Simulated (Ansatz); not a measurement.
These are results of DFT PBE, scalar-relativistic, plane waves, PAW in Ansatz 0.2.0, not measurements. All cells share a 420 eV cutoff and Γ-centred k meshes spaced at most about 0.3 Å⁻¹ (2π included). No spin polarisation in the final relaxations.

Temperature and zero-point effects are left out. All come from trial cells, and lower structures may exist.

Task: Order these relaxed structures of AlGa2N3 by energy, lowest first, with the energy over the lowest of them.
A.

Space group P3m1 (No. 156). a = 3.182 Å, b = 3.182 Å, c = 7.795 Å, α = 90.00°, β = 90.00°, γ = 120.00°
```json
{"atom": "Al", "site": "1a", "symmetry": "3m.", "x": "0.0000", "y": "0.0000", "z": "0.3331"}
{"atom": "Ga", "site": "1b", "symmetry": "3m.", "x": "0.3333", "y": "0.6667", "z": "0.0028"}
{"atom": "Ga", "site": "1c", "symmetry": "3m.", "x": "0.6667", "y": "0.3333", "z": "0.6641"}
{"atom": "N", "site": "1c", "symmetry": "3m.", "x": "0.6667", "y": "0.3333", "z": "0.9163"}
{"atom": "N", "site": "1a", "symmetry": "3m.", "x": "0.0000", "y": "0.0000", "z": "0.5768"}
{"atom": "N", "site": "1b", "symmetry": "3m.", "x": "0.3333", "y": "0.6667", "z": "0.2570"}
```

B.

Space group I4/mmm (No. 139). a = 2.972 Å, b = 2.972 Å, c = 12.642 Å, α = 90.00°, β = 90.00°, γ = 90.00°
```csv
atom,site,symmetry,x,y,z
Al,2a,4/mmm,0.0000,0.0000,0.0000
Ga,4e,4mm,0.5000,0.5000,0.1658
N,4e,4mm,0.0000,0.0000,0.1633
N,2b,4/mmm,0.5000,0.5000,0.0000
```

Result: A (0 meV/atom), B (387 meV/atom). Forms: A Al and Ga ordered on zinc blende sites, P3m1; B Al and Ga ordered on rock salt sites, I4/mmm. Counting N atoms around Al and Ga (those within 1.25 times the shortest such distance or 1.15 times the sum of covalent radii, 1.27 where that leaves under three): A has Al 4, Ga 4; B has Al 6, Ga 6.

Cells relaxed within their symmetry can be saddle points. Some candidate types were left out of the draw beforehand, so a known form may be missing.
